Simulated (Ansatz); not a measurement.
HfRu:
```
HfRu
1.0
    3.20849     0.00000     0.00000
    0.00000     3.20849     0.00000
    0.00000     0.00000     3.20849
Ru Hf
1 1
Cartesian
  1.60424   1.60424   1.60424
  0.00000   0.00000   0.00000
```

Relaxed with PBEsol. Special points in fractions of this cell's reciprocal vectors: Γ (0.000, 0.000, 0.000); X (0.000, 0.500, 0.000); M (0.500, 0.500, 0.000); R (0.500, 0.500, 0.500).

Q: List the band energies nearest the Fermi level at these points for DFT-PBEsol with spin–orbit coupling in the program Ansatz with PAW potentials.

A: In eV from the Fermi level; about four levels below and three above (degenerate sets whole), none deeper than 8.9 eV; points with the same levels are listed once.

| k | below | above |
|---|---|---|
| Γ | -1.78 -1.78 -1.78 -1.78 -1.55 -1.55 | 2.12 2.12 2.12 2.12 |
| X | -1.01 -1.01 -0.91 -0.91 | 1.21 1.21 1.32 1.32 |
| M | -3.25 -3.25 0.00 0.00 | 0.74 0.74 0.91 0.91 |
| R | -1.86 -1.86 -1.86 -1.86 | 0.08 0.08 0.08 0.08 |

Space group Pm-3m (CsCl type). The workflow started from an entry of the Crystallography Open Database (COD). Its standing as an ambient phase is unchecked. The PBEsol relaxation kept the symmetry of its start; of distortions, only those at the zone centre were tested. No spin polarisation was allowed.

Potentials: the later of the program's two PAW sets.
